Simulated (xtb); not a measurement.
xtb single point, GFN2-xTB, ALPB implicit dichloromethane, on tetraarsenic, As4 (SMILES [As]12[As]3[As]1[As]23), charge 0, multiplicity 1.

```
xtb m.xyz --gfn 2 --chrg 0 --uhf 0 --norestart --sp --alpb ch2cl2

4

As    -0.262665    -1.170293     1.033769
As    -0.594205     1.170293     0.699486
As    -1.143214    -0.373610    -1.033769
As     1.143214     0.030143    -0.474786
```

It prints:

```

          ...................................................
          :                      SETUP                      :
          :.................................................:
          :  # basis functions                  40          :
          :  # atomic orbitals                  36          :
          :  # shells                           12          :
          :  # electrons                        20          :
          :  max. iterations                   250          :
          :  Hamiltonian                  GFN2-xTB          :
          :  restarted?                      false          :
          :  GBSA solvation                   true          :
          :  PC potential                    false          :
          :  electronic temp.          300.0000000     K    :
          :  accuracy                    1.0000000          :
          :  -> integral cutoff          0.2500000E+02      :
          :  -> integral neglect         0.1000000E-07      :
          :  -> SCF convergence          0.1000000E-05 Eh   :
          :  -> wf. convergence          0.1000000E-03 e    :
          :  Broyden damping             0.4000000          :
          :  net charge                          0          :
          :  unpaired electrons                  0          :
          ...................................................

 iter      E             dE          RMSdq      gap      omega  full diag
   1     -9.5451295 -0.954513E+01  0.115E+01    3.59       0.0  T
   2     -9.5456931 -0.563572E-03  0.712E+00    3.62       1.0  T
   3     -9.5467358 -0.104276E-02  0.197E+00    3.73       1.0  T
   4     -9.5467305  0.537122E-05  0.241E+00    3.72       1.0  T
   5     -9.5467495 -0.190225E-04  0.457E-01    3.72       1.0  T
   6     -9.5467553 -0.575951E-05  0.401E-01    3.72       1.0  T
   7     -9.5467557 -0.399177E-06  0.200E-01    3.72       1.0  T
   8     -9.5467557 -0.965468E-07  0.334E-03    3.72      15.0  T
   9     -9.5467557  0.334985E-10  0.866E-03    3.72       5.8  T
  10     -9.5467557 -0.247905E-09  0.144E-03    3.72      34.8  T
  11     -9.5467557 -0.133618E-09  0.552E-05    3.72     905.7  T
  12     -9.5467557 -0.142109E-13  0.142E-05    3.72    3528.3  T

   *** convergence criteria satisfied after 12 iterations ***

         #    Occupation            Energy/Eh            Energy/eV
      -------------------------------------------------------------
         1        2.0000           -0.5934054             -16.1474
       ...           ...                  ...                  ...
         4        2.0000           -0.5617885             -15.2870
         5        2.0000           -0.3755421             -10.2190
         6        2.0000           -0.3553156              -9.6686
         7        2.0000           -0.3552206              -9.6660
         8        2.0000           -0.3551523              -9.6642
         9        2.0000           -0.3252888              -8.8516
        10        2.0000           -0.3249296              -8.8418 (HOMO)
        11                         -0.1881048              -5.1186 (LUMO)
        12                         -0.1880600              -5.1174
        13                         -0.1878498              -5.1117
        14                         -0.0553565              -1.5063
        15                         -0.0550149              -1.4970
       ...                                ...                  ...
        36                          1.5638178              42.5536
      -------------------------------------------------------------
                  HL-Gap            0.1368248 Eh            3.7232 eV
             Fermi-level           -0.2565172 Eh           -6.9802 eV


         :::::::::::::::::::::::::::::::::::::::::::::::::::::
         ::                     SUMMARY                     ::
         :::::::::::::::::::::::::::::::::::::::::::::::::::::
         :: total energy              -9.533772638202 Eh    ::
         :: total w/o Gsasa/hb        -9.523930368899 Eh    ::
         :: gradient norm              0.001643646366 Eh/a0 ::
         :: HOMO-LUMO gap              3.723193027492 eV    ::
         ::.................................................::
         :: SCC energy                -9.546755636759 Eh    ::
         :: -> isotropic ES           -0.010086786850 Eh    ::
         :: -> anisotropic ES          0.003015596806 Eh    ::
         :: -> anisotropic XC         -0.001337057757 Eh    ::
         :: -> dispersion             -0.005472071005 Eh    ::
         :: -> Gsolv                  -0.009842269665 Eh    ::
         ::    -> Gelec               -0.000000000361 Eh    ::
         ::    -> Gsasa               -0.013990966664 Eh    ::
         ::    -> Ghb                  0.000000000000 Eh    ::
         ::    -> Gshift               0.004148697361 Eh    ::
         :: repulsion energy           0.012982998557 Eh    ::
         :: add. restraining           0.000000000000 Eh    ::
[... lines cut ...]
         5        2.0000           -0.3755421             -10.2190
         6        2.0000           -0.3553156              -9.6686
         7        2.0000           -0.3552206              -9.6660
         8        2.0000           -0.3551523              -9.6642
         9        2.0000           -0.3252888              -8.8516
        10        2.0000           -0.3249296              -8.8418 (HOMO)
        11                         -0.1881048              -5.1186 (LUMO)
        12                         -0.1880600              -5.1174
        13                         -0.1878498              -5.1117
        14                         -0.0553565              -1.5063
        15                         -0.0550149              -1.4970
        16                         -0.0545749              -1.4851
        17                          0.0453518               1.2341
        18                          0.0453658               1.2345
        19                          0.0462971               1.2598
        20                          0.1313655               3.5746
        21                          0.1315581               3.5799
       ...                                ...                  ...
        36                          1.5638178              42.5536
      -------------------------------------------------------------
                  HL-Gap            0.1368248 Eh            3.7232 eV
             Fermi-level           -0.2565172 Eh           -6.9802 eV

     #   Z          covCN         q      C6AA      α(0)
     1  33 As       2.915    -0.000   214.240    26.824
     2  33 As       2.915     0.000   214.236    26.824
     3  33 As       2.915    -0.000   214.240    26.824
     4  33 As       2.915     0.000   214.233    26.823

 Mol. C6AA /au·bohr⁶  :       3427.792141
 Mol. C8AA /au·bohr⁸  :     264017.193877
 Mol. α(0) /au        :        107.294513

Wiberg/Mayer (AO) data.
largest (>0.10) Wiberg bond orders for each atom

 ---------------------------------------------------------------------------
     #   Z sym  total        # sym  WBO       # sym  WBO       # sym  WBO
 ---------------------------------------------------------------------------
     1  33 As   3.072 --     3 As   1.025     4 As   1.024     2 As   1.023
     2  33 As   3.071 --     3 As   1.025     4 As   1.024     1 As   1.023
     3  33 As   3.072 --     1 As   1.025     2 As   1.025     4 As   1.022
     4  33 As   3.070 --     1 As   1.024     2 As   1.024     3 As   1.022
 ---------------------------------------------------------------------------


molecular dipole:
                 x           y           z       tot (Debye)
 q only:        0.001       0.000      -0.000
   full:       -0.002      -0.001       0.000       0.005
molecular quadrupole (traceless):
                xx          xy          yy          xz          yz          zz
 q only:        0.001      -0.001      -0.000      -0.001       0.001      -0.001
  q+dip:        0.015       0.001       0.006      -0.003       0.001      -0.020
   full:        0.024       0.001       0.012      -0.001      -0.000      -0.037

           -------------------------------------------------
          | TOTAL ENERGY               -9.533772638202 Eh   |
          | GRADIENT NORM               0.001643646366 Eh/α |
          | HOMO-LUMO GAP               3.723193027492 eV   |
           -------------------------------------------------
```

The total energy is -259.43 eV, -0.27 eV from the same level's vacuum run.
